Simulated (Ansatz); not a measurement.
Computed properties of WSe₂

WSe₂:
```yaml
crystal:
  lattice:
    - [3.33093, 0.00000, 0.00000]
    - [-1.66546, 2.88467, 0.00000]
    - [0.00000, 0.00000, 6.81961]
  atoms:
    - { symbol: W, position: [0.00000, 0.00000, 0.00000] }
    - { symbol: Se, position: [0.33333, 0.66667, 0.24527] }
    - { symbol: Se, position: [0.66667, 0.33333, 0.75473] }
```

Space group P-3m1 (No. 164), CdI2 type; conventional cell a = 3.3309 Å, b = 3.3309 Å, c = 6.8196 Å, α = 90.00°, β = 90.00°, γ = 120.00°.

Method: r²SCAN (plane waves, PAW; program Ansatz). The cell and atoms are relaxed at this level. Other levels are named where they apply.

### Cell and energy

Volume per atom: 21.84 Å³
Density: 8.66 g/cm³
Formation energy from the elements (no fitted shifts): -0.33 eV/atom

### Electronic structure

- Electronic character: metallic (no gap)
- Density of states at the Fermi level: 0.40 states/eV per atom (mean over ±0.08 eV)

The cell is a constructed one: a structure type filled with these elements; the Crystallography Open Database copy checked does not list it. It is not the phase usual at ambient conditions (space group No. 194). Symmetry was held in the r²SCAN relaxation; its stability against distortions is not shown here. No spin polarisation was allowed. A crystal of weakly bound layers computed without a dispersion correction: the cell and the soft elastic constants depend strongly on that. The references are the lowest solids computed at this level, not always the standard phases. Scalar-relativistic: spin–orbit coupling is off unless named, which matters more the heavier the elements.

Potentials: the later of the program's two PAW sets.
